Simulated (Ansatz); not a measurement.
Run times of several calculations on MgO

Cell: 2 atoms, space group Fm-3m, a = 2.982 Å, b = 2.982 Å, c = 2.982 Å, α = 60.00°, β = 60.00°, γ = 60.00°.

All runs are DFT with Ansatz 0.2.0 on 1 thread of Arm Neoverse V1 (aarch64; 8 cores open to the job, memory cap 2.5 GiB, no GPU), a shared host.

**Question.** Rank the runs by wall time, shortest first.
A. dielectric tensor by linear response, PBE, 420 eV, 8×8×8 k-points, fixed occupations
B. relaxation of the ions, PBE, 420 eV, 8×8×8 k-points, smearing 0.02 eV
C. core holes on 2 sites, PBE, 420 eV, 4×4×4 k-points, fixed occupations, 16 atoms

**Answer.** B (1.7 s, 0.29 GiB), A (4.1 s, 0.28 GiB), C (44 s, 0.53 GiB).
